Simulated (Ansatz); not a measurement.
Data:

ZrZnNi4:
Space group F-43m (No. 216); a = b = c = 6.711 Å, α = β = γ = 90.00°

```
atom  site  symmetry       x       y       z
----  ----  --------  ------  ------  ------
Ni     16e       .3m  0.6240  0.6240  0.6240
Zr      4a      -43m  0.0000  0.0000  0.0000
Zn      4c      -43m  0.2500  0.2500  0.2500
```
(The calculation used a cell of 6 atoms; values per cell refer to that cell.)

This is the r²SCAN-relaxed structure.

Q: All from r²SCAN (plane waves, PAW; program Ansatz), unless another level is named. Estimate the density of states at the Fermi level.

A: 0.55 states/eV per atom (mean over ±0.08 eV).

Q: Next, the formation energy from the elements (no fitted shifts)?

A: -0.40 eV/atom.

The workflow started from an entry of the Crystallography Open Database (COD). Its standing as an ambient phase is unchecked. Symmetry was held in the r²SCAN relaxation; its stability against distortions is not shown here. The workflow began spin-polarised and lost its moments. The references are the lowest solids computed at this level, not always the standard phases. Spin–orbit coupling is left out wherever it is not named.

Potentials: the later of the program's two PAW sets.
